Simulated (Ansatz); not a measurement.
# TaN: computed property card

TaN:
```cif
data_NTa
_chemical_formula_sum 'N1 Ta1'
_space_group_name_H-M_alt 'P 1'
_space_group_IT_number 1
_cell_length_a 3.12340
_cell_length_b 3.12340
_cell_length_c 3.12340
_cell_angle_alpha 60.000
_cell_angle_beta 60.000
_cell_angle_gamma 60.000
loop_
_space_group_symop_operation_xyz
  'x, y, z'
loop_
_atom_site_label
_atom_site_type_symbol
_atom_site_fract_x
_atom_site_fract_y
_atom_site_fract_z
_atom_site_occupancy
N1 N 0.00000 0.00000 0.00000 1
Ta1 Ta 0.50000 0.50000 0.50000 1
```

Space group Fm-3m (No. 225), rock salt; conventional cell a = 4.4171 Å, b = 4.4171 Å, c = 4.4171 Å, α = 90.00°, β = 90.00°, γ = 90.00°.

Method: plane-wave PAW PBE (Ansatz code). Geometry: relaxed at this level of theory. Other levels are named where they apply.

### Cell and energy

```yaml
volume_per_atom: 10.77 Å³
density: 15.03 g/cm³
Formation energy from the elements (no fitted shifts): -79 kJ/mol-atom
```

### Electronic structure

```yaml
electronic_character: metallic (no gap)
Density of states at the Fermi level: 0.40 states/eV per atom (mean over ±0.08 eV)
Gap with spin–orbit coupling: none (metallic)
```

### Mechanics

```yaml
Bulk modulus (Birch–Murnaghan fit): 329 GPa
Pressure derivative B′: 4.4
Elastic constants (relaxed ions, GPa): C11 = 714, C12 = 137, C44 = 61.9
mechanical_stability: stable (all eigenvalues of C positive)
hill_bulk_and_shear_moduli: 329 and 121 GPa
Young's modulus: 324 GPa
Poisson's ratio: 0.34
debye_temperature_from_the_elastic_constants: 430 K
```

### Phonons

```yaml
highest_zone_centre_frequency: 382 cm⁻¹
zone_centre_stability: no imaginary mode at Γ
dynamical_stability_on_the_path: unstable, down to 227i cm⁻¹
```

### Charges

```yaml
bader_charges: N -1.86, Ta +1.86 e
```

Symmetry was held in the PBE relaxation. The run is not spin-polarised. As this level gives no gap, shear constants depend on the k-mesh and smearing (Fermi–Dirac, 0.1 eV here). As this level gives no gap, phonon frequencies hold no LO–TO term and depend on the k-mesh and smearing (Fermi–Dirac, 0.1 eV here). The references are the lowest solids computed at this level, not always the standard phases (solids in place of the gases). Scalar-relativistic: spin–orbit coupling is off unless named, which matters more the heavier the elements.

Potentials: the later of the program's two PAW sets.
